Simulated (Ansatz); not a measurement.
## Bi2Se3, first-principles data

Bi2Se3:
```yaml
crystal:
  lattice:
    - [4.18728, 0.00000, 0.00000]
    - [-2.09364, 3.62629, 0.00000]
    - [0.00000, 0.00000, 10.68332]
  atoms:
    - { symbol: Bi, position: [0.33333, 0.66667, 0.18274] }
    - { symbol: Bi, position: [0.66667, 0.33333, 0.81726] }
    - { symbol: Se, position: [0.00000, 0.00000, 0.00000] }
    - { symbol: Se, position: [0.33333, 0.66667, 0.67097] }
    - { symbol: Se, position: [0.66667, 0.33333, 0.32903] }
```

Space group P-3m1 (No. 164), La2O3 or Ni2Al3 type; conventional cell a = b = 4.1873 Å, c = 10.6833 Å, α = β = 90.00°, γ = 120.00°.

Method: PBE in the plane-wave PAW code Ansatz. Geometry: relaxed at this level of theory. Other levels are named where they apply.

### Cell and energy

- Volume per atom: 32.44 Å³
- Density: 6.70 g/cm³
- Formation energy from the elements (no fitted shifts): -0.39 eV/atom

### Electronic structure

- Band gap: 0.75 eV (indirect)
- Valence-band maximum: off the standard path, at k = (0.000, 0.169, 0.385) in fractions of the reciprocal vectors
- Conduction-band minimum: at Γ
- Smallest direct gap on the standard path: 0.82 eV
- Electron effective mass: 0.11, 0.11, 1.2 mₑ (principal values)
- Hole effective mass: 0.51, 0.68, 2.8 mₑ (principal values)

The cell is a constructed one: a structure type filled with these elements; neither database checked (COD, Materials Project) lists it. It is not the phase usual at ambient conditions (space group No. 166). Symmetry was held in the PBE relaxation; whether a distortion lowers the energy is not shown. The references are the lowest solids computed at this level, not always the standard phases. Scalar-relativistic: spin–orbit coupling is off unless named, which matters more the heavier the elements.

Potentials: the later of the program's two PAW sets.
